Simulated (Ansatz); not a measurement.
Sc$_{3}$Al: do energies and stresses tell the same story?

The calculation used Ansatz 0.2.0, DFT r2SCAN, scalar-relativistic, plane waves, PAW.

Cutoff 500 eV; k points 10×10×10 on the computed 4-atom cell (Γ-centred); Gaussian smearing, width 0.10 eV; no spin polarisation.

Relaxed cell: Pm-3m, a = 4.427 Å, b = 4.427 Å, c = 4.427 Å, α = 90.00°, β = 90.00°, γ = 90.00°, 4 atoms in the primitive cell. Whether it is the stable form of this composition wasn't checked.

Energies at zero smearing and pressures from the stress tensor, at volumes with shape and atoms relaxed:
```
V (Å³/atom) E − E(first) (meV/atom) P (GPa)
     19.086                     0.00    10.48
     19.737                   -35.84     7.29
     20.388                   -59.56     4.51
     21.038                   -72.70     2.09
     21.689                   -76.63     0.00
     22.340                   -72.66    -1.81
     22.990                   -61.88    -3.40
     23.858                   -38.35    -5.22
```

Question: Check P = −dE/dV between neighbouring volumes, and get the bulk modulus from the pressures alone.

Answer: With 1 eV/Å³ = 160.2 GPa:
```json
{"middle V (Å³/atom)": "19.412", "−ΔE/ΔV (GPa)": "8.824", "mean P (GPa)": "8.884"}
{"middle V (Å³/atom)": "20.062", "−ΔE/ΔV (GPa)": "5.842", "mean P (GPa)": "5.901"}
{"middle V (Å³/atom)": "20.713", "−ΔE/ΔV (GPa)": "3.234", "mean P (GPa)": "3.301"}
{"middle V (Å³/atom)": "21.364", "−ΔE/ΔV (GPa)": "0.968", "mean P (GPa)": "1.045"}
{"middle V (Å³/atom)": "22.014", "−ΔE/ΔV (GPa)": "-0.978", "mean P (GPa)": "-0.907"}
{"middle V (Å³/atom)": "22.665", "−ΔE/ΔV (GPa)": "-2.653", "mean P (GPa)": "-2.605"}
{"middle V (Å³/atom)": "23.424", "−ΔE/ΔV (GPa)": "-4.346", "mean P (GPa)": "-4.310"}
```

The two differ by 0.08 GPa at most. The mean of two end pressures misses the average over a step by about ΔV² P″/12, up to 0.04 GPa here; with that taken off 0.05 GPa remains. The stress is the derivative of the free energy, not of the energy at zero smearing, and with free energies 0.00 GPa remains. Around V = 21.689 Å³/atom, the two neighbours give B = −V ΔP/ΔV = 21.689 × 3.91 / 1.301 = 65.1 GPa, against B0 = 65.0 GPa from the Birch–Murnaghan fit of the energies.